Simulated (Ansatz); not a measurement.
# Ta2PN: zone-centre modes

The calculation used DFT PBEsol, scalar-relativistic, plane waves, PAW (Ansatz). Settings: 420 eV plane-wave cutoff, Γ-centred 15×15×8 mesh, Fermi-Dirac smearing of 0.15 eV. No spin polarisation. Phonons by linear response, acoustic sum rule imposed.

The cell, relaxed at this level:
```yaml
crystal:
  lattice:
    - [3.04726, 0.00000, 0.00000]
    - [-1.52363, 2.63900, 0.00000]
    - [0.00000, 0.00000, 6.39443]
  atoms:
    - { symbol: Ta, position: [0.66667, 0.33333, 0.72325] }
    - { symbol: Ta, position: [0.66667, 0.33333, 0.27675] }
    - { symbol: P, position: [0.00000, 0.00000, 0.00000] }
    - { symbol: N, position: [0.33333, 0.66667, 0.50000] }
```

The cell was built by swapping an element in a database structure (itself possibly hypothetical) and relaxing; it need not be the stable form of this composition. In a metal, frequencies and elastic constants depend on the k mesh and the smearing, soft modes and shear constants most. Spin–orbit coupling is left out, which can shift energies with elements as heavy as these.

Optical modes at Γ; i marks an imaginary frequency:
```csv
frequency (meV),degeneracy
16.5,2
26.7,1
39.6,2
45.5,1
49.9,2
60.9,1
```

All 9 optical modes at Γ are real: no displacement of atoms at fixed cell lowers the energy to second order. Strains and modes at other wave vectors aren't tested by this run.